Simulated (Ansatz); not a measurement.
Level of theory: DFT, LDA (PW92), plane waves (420 eV) with PAW, scalar-relativistic in Ansatz 0.2.0. The PAW files were generated under PBE, with cores re-solved for the functional.

An element in the bcc structure gives this curve. The cell is scaled uniformly from the relaxed one, with fractional coordinates and shape fixed. Energies are extrapolated to zero smearing, pressures are those at the given smearing. Magnetic state: spin not included.

| V (Å³/atom) | E − E₀ (meV/atom) | P (GPa) |
| --- | --- | --- |
| 14.184 | 128.3 | 24.65 |
| 14.829 | 51.4 | 14.16 |
| 15.473 | 11.5 | 6.13 |
| 16.118 | 0.0 | -0.03 |
| 16.763 | 10.1 | -4.74 |
| 17.407 | 36.7 | -8.32 |
| 18.052 | 75.8 | -11.04 |

Which element is it?
A. niobium
B. silver
C. gallium
D. tantalum

B. Its fit is V₀ = 16.11 Å³/atom, B₀ = 134 GPa, B₀′ = 5.8.
